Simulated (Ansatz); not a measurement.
## Cu under pressure

Theory: DFT PBEsol, scalar-relativistic, plane waves, PAW in Ansatz 0.2.0. Plane waves to 420 eV; Γ-centred k mesh 18×18×10; Fermi-Dirac smearing of 0.15 eV. No spin polarisation. Phonons by linear response, acoustic sum rule imposed.

Relaxed structure:
```xyz
2
Lattice="2.5173 0.0000 0.0000 -1.2587 2.1801 0.0000 0.0000 0.0000 4.1292" Properties=species:S:1:pos:R:3 pbc="T T T"
Cu    0.0000    1.4534    1.0323
Cu    1.2587    0.7267    3.0969
```

In a metal, frequencies and elastic constants depend on the k mesh and the smearing, soft modes and shear constants most.

Optical modes at Γ (cm⁻¹) at zero pressure: 112, 260.

Under hydrostatic pressure the same modes lie at 115, 271 cm⁻¹. What is the pressure, and how much has the cell shrunk?

## Answers

3 GPa; the volume is 1.7 % smaller.

This form isn't the element's structure at ambient conditions.

Cost: 2 runs of about 2.9 core-minutes in all, on Arm Neoverse V1 (shared hosts).